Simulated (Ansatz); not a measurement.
Relaxed Pb (fcc, Cu type):

```
Pb
1.0
    4.99126     0.00000     0.00000
    0.00000     4.99126     0.00000
    0.00000     0.00000     4.99126
Pb
4
Direct
  0.00000   0.00000   0.00000
  0.50000   0.50000   0.00000
  0.50000   0.00000   0.50000
  0.00000   0.50000   0.50000
```

In each cell atom 2 (Pb, nearest neighbour Pb at 3.529 Å; its periodic images, 5.0 Å or more away, move with it) moves by s·(0.577, 0.577, 0.577) (along Cartesian [111]), the rest being held.

Method: r2SCAN (plane waves to 500 eV, PAW, scalar-relativistic; Ansatz, a program for electronic structure). k mesh 8×8×8 (Γ-centred), Fermi-Dirac smearing 0.05 eV. E stands for the smeared free energy. With partly filled bands, energies and forces of such displacements shift with the k mesh and the smearing. On this mesh the relaxed cell isn't quite at rest: it carries a pressure of 0.2 GPa (compression positive) at the zero of the scan. Pb was relaxed with its symmetry unable to fall. Spin-orbit coupling is left out, though Pb is heavy. The PAW data are Ansatz's earlier set. The zero of ΔE is the undisplaced structure.

The scan covers s from -1.060 to 1.060 Å in 11 points.

Problem. Is the energy the same for equal positive and negative displacements?

Solution. Even: the same for both signs. With its periodic images moving along, the atom's site symmetry in this cell is m-3m.

Problem. What is the energy change at s = 1.060 Å?

Solution. 1539 meV/cell.

Problem. What force acts on the atom along the line at s = -1.060 Å?

Solution. 4.80 eV/Å.

(A displaced cell: forces are minus the slopes of the energy, force constants its curvatures, and phonons follow from these.)
